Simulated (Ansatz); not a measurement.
# LiCeBr2Cl6 in Ansatz, single run

The command:

```bash
ansatz run input.yaml --threads 1 --pin off --max-ram 2560MiB --backend cpu --events-out ev --progress --plain --runs-dir out
```

Input:

```yaml
crystal:
  lattice:
    - [0.0, 5.12929, 5.12929]
    - [5.12929, 0.0, 5.12929]
    - [5.12929, 5.12929, 0.0]
  atoms:
    - { symbol: Ce, position: [0.0, 0.0, 0.0] }
    - { symbol: Cl, position: [0.74954, 0.25046, 0.25046] }
    - { symbol: Cl, position: [0.25046, 0.74954, 0.25046] }
    - { symbol: Cl, position: [0.25046, 0.74954, 0.74954] }
    - { symbol: Cl, position: [0.74954, 0.25046, 0.74954] }
    - { symbol: Cl, position: [0.25046, 0.25046, 0.74954] }
    - { symbol: Cl, position: [0.74954, 0.74954, 0.25046] }
    - { symbol: Li, position: [0.5, 0.5, 0.5] }
    - { symbol: Br, position: [0.25, 0.25, 0.25] }
    - { symbol: Br, position: [0.75, 0.75, 0.75] }
  symmetry: { tolerance: 0.0003 }
kpoints:
  mp_grid: { grid: [3, 3, 3], shift: [0, 0, 0] }
magnetization:
  spin_polarized: false
scf:
  occupations: { method: fermi_dirac, width: 0.0128 }
hamiltonian:
  pseudopotentials: { kind: paw }
  xc: pbe
basis:
  ecutwfc: 500
output:
  forces: true
  stress: true
  eigenvalues: true
  write_density: true
  write_potential: true
  elf: true
  volumetric_format: npy
```

Origin of the cell: a known structure type with other elements, at an estimated volume, so it need not be a known compound.

Output (shortened):

```
Pseudopotentials: kind: paw
Pseudopotential: Ce, paw, valence charge 12, recommended cutoff 420 eV (normal), Ce.paw.azcp
Pseudopotential: Cl, paw, valence charge 7, recommended cutoff 420 eV (normal), Cl.paw.azcp
Pseudopotential: Li, paw, valence charge 3, recommended cutoff 420 eV (normal), Li.paw.azcp
Pseudopotential: Br, paw, valence charge 7, recommended cutoff 420 eV (normal), Br.paw.azcp
Functional definition: PBE
  exchange = pbe_x(kappa = kappa, mu = beta*pi^2/3)
  correlation = pbe_c(beta = beta)
Crystal: 10 atoms, lattice volume = 269.899 Å³
Basis set: ecut = 500 eV, 6855 PW (Γ), exchange–correlation on 108×108×108 points (8 copies of the dense FFT grid, shifted against one another)
Bands: 46, of which v1, the nominal top of the filled ones, is band 36 counted from 1 (35 counted from 0)
Symmetry: 48 space group operations
[… 10 lines left out …]
Initial density: superposition of atomic densities (neutral atoms: chi_scale 0, normalization atom), corrected by the library's trained network
Functional: x = pbe(κ = 0.804, μ = 0.219515), c = pbe(β = 0.066725)
SCF iter   1: F=—  HF=-18833.549645 eV  Δρ=6.74e-3  dr2=3.10e-1
SCF iter   2: F=—  HF=-18833.536088 eV  Δρ=4.40e-3  dr2=1.54e-1  defer=8
SCF iter   3: F=—  HF=-18833.528698 eV  Δρ=4.22e-3  dr2=1.36e-1  defer=8
SCF iter   4: F=—  HF=-18833.514902 eV  Δρ=2.74e-3  dr2=6.26e-2  defer=8
SCF iter   5: F=—  HF=-18833.503488 eV  Δρ=1.28e-3  dr2=1.07e-2  defer=8
SCF iter   6: F=—  HF=-18833.501522 eV  Δρ=2.98e-4  dr2=2.49e-4  defer=8
SCF iter   7: F=—  HF=-18833.501593 eV  Δρ=6.96e-5  dr2=2.12e-5  defer=8
SCF iter   8: F=—  HF=-18833.501515 eV  Δρ=1.20e-5  dr2=4.79e-7  defer=8
SCF iter   9: F=—  HF=-18833.501516 eV  Δρ=5.47e-6  dr2=1.05e-7
SCF iter  10: F=-18833.501516 eV  HF=-18833.501516 eV  Δρ=1.03e-6  dr2=3.75e-9
SCF 1 converged in 10 iterations: F = -18833.501516 eV  dr2 = 3.75e-9
SCF converged after 10 iterations
Free energy (F): -18833.501516 eV
Harris-Foulkes:  -18833.501516 eV  (|F-HF|=2.89e-9)
Internal energy: -18833.481786 eV  (E = F + TS)
E sigma→0 (E₀):  -18833.491651 eV
Entropy (-TS):   -0.019730 eV (-1.973 meV/atom)
Fermi energy:    2.052839 eV
--- Per-component energies (eV) ---
  E_band       = -384.194127
  E_kinetic    = 1631.735009
  E_local      = -2826.796676  (includes V_loc(G=0)·N_el)
  E_nonlocal   = 219.229891
  E_hartree    = 882.930809
  E_xc         = -1404.003907
  E_vxc        = -1198.114510  (∫ρ·V_xc dr)
  E_paw        = -13942.201331  (= ΣΔE_a)
  E_vpaw       = 23.890279  (= ΣTr[D̂ρ^β])
  E_aug_tail   = 0.000129  (compensation charges beyond the density's cutoff)
  E_ewald      = -3394.375709
  E_smearing   = -0.019730  (= −TS)
  Σ components = -18833.501516   (vs F -18833.501516, Δ=0.00e0)
--- Forces (eV/Å), atoms counted from 1 ---
  atom   1  Ce     0.000000    -0.000000     0.000000
  atom   2  Cl     0.611215    -0.000000     0.000000
  atom   3  Cl     0.000000     0.611215     0.000000
  atom   4  Cl    -0.611215     0.000000     0.000000
  atom   5  Cl    -0.000000    -0.611215     0.000000
  atom   6  Cl    -0.000000     0.000000     0.611215
  atom   7  Cl    -0.000000     0.000000    -0.611215
  atom   8  Li     0.000000    -0.000000     0.000000
  atom   9  Br    -0.000000    -0.000000     0.000000
  atom  10  Br    -0.000000     0.000000     0.000000
  max |Σ_I F_I| component: 5.56e-16 eV/Å
--- Stress (GPa, compression-positive) ---
        1.936589       0.000000      -0.000000
       -0.000000       1.936589       0.000000
        0.000000      -0.000000       1.936589
  P = ⅓ Tr σ = 1.9366 GPa (19.366 kbar)
```

Caveats: f shells without a U or exact exchange are poorly placed; no spin polarisation, so a magnetic state may lie lower; no spin-orbit coupling, though heavy elements are present; the k mesh is coarse if the cell is a metal.

It ran for 4.2 s of wall time on 1 CPU thread(s) of a shared host, from the program's own first density.
